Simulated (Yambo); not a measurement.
```
CELL_PARAMETERS angstrom
      1.88982    -5.66597     0.00000
      1.88982     5.66597     0.00000
      0.00000     0.00000     5.98051
ATOMIC_POSITIONS crystal
  O  0.87780 0.12220 0.49326
  O  0.12220 0.87780 0.50674
  O  0.12220 0.87780 0.99326
  O  0.87780 0.12220 0.00674
  Na 0.28738 0.71262 0.25000
  Na 0.71262 0.28738 0.75000
  Au 0.99670 0.00330 0.75000
  Au 0.00330 0.99670 0.25000
```

NaAuO2 (space group Cmcm, No. 63): mean Im ε in 1 eV windows above the direct gap of 3.42 eV, for different electron-hole kernels (Yambo, broadening 0.15 eV, norm-conserving LDA (Quantum ESPRESSO, 88 Ry, scalar-relativistic) bands; 4×4×4 mesh, 20 valence and 7 conduction bands, static screening with 87 bands and a 3 Ry block, scissor 2.00 eV, Tamm-Dancoff; field along x).

```json
[
 {"window (eV)": "3.4 to 4.4", "independent quasiparticles": "0.2", "RPA (no attraction)": "0.2", "BSE": "0.2"},
 {"window (eV)": "4.4 to 5.4", "independent quasiparticles": "0.2", "RPA (no attraction)": "0.2", "BSE": "0.4"},
 {"window (eV)": "5.4 to 6.4", "independent quasiparticles": "0.3", "RPA (no attraction)": "0.2", "BSE": "2.2"},
 {"window (eV)": "6.4 to 7.4", "independent quasiparticles": "1.5", "RPA (no attraction)": "0.9", "BSE": "5.5"},
 {"window (eV)": "7.4 to 8.4", "independent quasiparticles": "4.8", "RPA (no attraction)": "2.9", "BSE": "2.2"}
]
```

This run doesn't resolve bound excitons or single peaks, so only averages are given, and they too depend on the mesh; weight that the attraction moves below the gap isn't listed. All transitions below 9.80 eV are in the band window. The scissor comes from a G0W0 run whose convergence isn't established.

Without spin-orbit coupling, band edges of such heavy elements can be off by tenths of an eV.

Geometry of the Materials Project entry, not relaxed at this level.

The structure is a Materials Project entry; no match was found in the copy of COD used, and its stability was not checked.
